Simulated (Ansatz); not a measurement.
## Hf₂C: computed property card

Hf2C:
```
Hf2C
1.0
    3.58416     0.00000     0.00000
    0.00000     3.58416     0.00000
    0.00000     0.00000     6.79472
Hf C
4 2
Cartesian
  0.00000   0.00000   0.00000
  1.79208   1.79208   0.00000
  1.79208   0.00000   2.50860
  0.00000   1.79208   4.28612
  1.79208   0.00000   4.95457
  0.00000   1.79208   1.84015
```

Space group P4/nmm (No. 129); conventional cell a = 3.584 Å, b = 3.584 Å, c = 6.795 Å, α = 90.00°, β = 90.00°, γ = 90.00°.

Method: PBEsol (plane waves, PAW; program Ansatz). Structure relaxed to zero pressure with the same functional. Other levels are named where they apply.

Cell and energy:

* **Volume per atom**: 14.55 Å³
* **Density**: 14.04 g/cm³
* **Formation energy from the elements (no fitted shifts)**: 0.099 eV/atom

Electronic structure:

Electronic character: metallic (no gap)
Density of states at the Fermi level: 0.39 states/eV per atom (mean over ±0.08 eV)

Mechanics:

- Bulk modulus (Birch–Murnaghan fit): 178 GPa
- Pressure derivative B′: 4.1

Phonons:

* **Highest zone-centre frequency**: 51.7 meV
* **Zone-centre stability**: no imaginary mode at Γ

The cell is a constructed one: a structure type filled with these elements; neither database checked (COD, Materials Project) lists it. Whether it is the stable phase at ambient conditions was not checked. The PBEsol relaxation kept the symmetry of its start. The run is not spin-polarised. As this level gives no gap, phonon frequencies hold no LO–TO term and depend on the k-mesh and smearing (Fermi–Dirac, 0.1 eV here). The references are the lowest solids computed at this level, not always the standard phases. Scalar-relativistic: spin–orbit coupling is off unless named, which matters more the heavier the elements.

Potentials: the earlier of the program's two PAW sets. The files were generated under PBE; for other functionals the program regenerates the frozen cores, and for LDA and PBEsol the local potential too.
